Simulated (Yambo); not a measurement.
G0W0@LDA for WO3 (ReO3 type, space group Pm-3m, No. 221) in Yambo. Reference settings: 4×4×4 Γ-centred k mesh, bands 2 to 129 and a 10 Ry block in the screening, 129 bands in G with the Bruneval-Gonze terminator, plasmon pole fitted at 27.2 eV. The LDA gap R → Γ on this mesh is 0.58 eV; G0W0 gaps are taken between the same points.

With and without the terminator, as bands are cut:

```csv
bands in G (in W),"gap, terminator (eV)","gap, none (eV)","valence shift, terminator (eV)","valence shift, none (eV)"
32 (32),1.853,1.912,0.069,0.546
47 (47),1.734,1.733,-0.009,0.419
70 (70),1.663,1.653,-0.114,0.230
99 (99),1.616,1.589,-0.166,0.098
129 (129),1.594,1.559,-0.200,0.002
```

Over this range the gap spans 0.259 eV with the terminator and 0.353 eV without, the valence shift 0.269 eV and 0.544 eV. Neither column has reached its limit for certain.

Spin-orbit coupling is not included.

Geometry relaxed with LDA; primitive cell a = b = c = 3.769 Å, α = β = γ = 90.00°.

The structure is a Materials Project entry; no match was found in the copy of COD used, and its stability was not checked.

A shift is the quasiparticle energy of the state minus its LDA energy.
